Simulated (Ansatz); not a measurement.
WSe2 in space group P6_3/mmc (No. 194; W on 2c, Se on 4f), DFT-LDA in the program Ansatz with PAW potentials. The conduction-band minimum lies on the K–Γ line, 45 % of the way from K, with 6 equivalent valleys. Second derivatives d²E/dk² of the lowest band at one valley (eV·Å²), along Cartesian directions:

```
direction  d²E/dk²
---------  -------
[100]        16.06
[010]        17.53
[001]        19.69
[110]        18.07
[101]        17.88
[011]        18.61
```

Task: Find the principal effective masses, the density-of-states mass and the conductivity mass.

Result: Off-diagonal terms follow from H_xy = H[110] − (H_xx + H_yy)/2, and m*/mₑ = 7.620 eV·Å² over each eigenvalue: 0.39, 0.42, 0.50. One valley's DOS mass (m₁m₂m₃)^(1/3) = 0.43, conductivity mass 3/(Σ 1/mᵢ) = 0.43 mₑ.

Task: What effective density of states Nc follows at 300 K for parabolic valleys?

Result: Nc = 2.509e19 × 6 × (0.43)^(3/2) ≈ 4.2e19 cm⁻³.

Task: With the computed static dielectric constant 13.1 (mean of the diagonal), estimate a hydrogenic donor's binding energy and radius.

Result: E = 13.606 eV × 0.43/13.1² ≈ 34 meV; a = 0.529 Å × ε/m* ≈ 16 Å. Semilocal masses tend to be too small when the gap is underestimated.

Symmetry was held in the LDA relaxation. No spin polarisation was allowed. A crystal of weakly bound layers computed without a dispersion correction: the cell and the soft elastic constants depend strongly on that. Spin–orbit coupling is left out wherever it is not named.

Potentials: the earlier of the program's two PAW sets. The files were generated under PBE; for other functionals the program regenerates the frozen cores, and for LDA and PBEsol the local potential too.
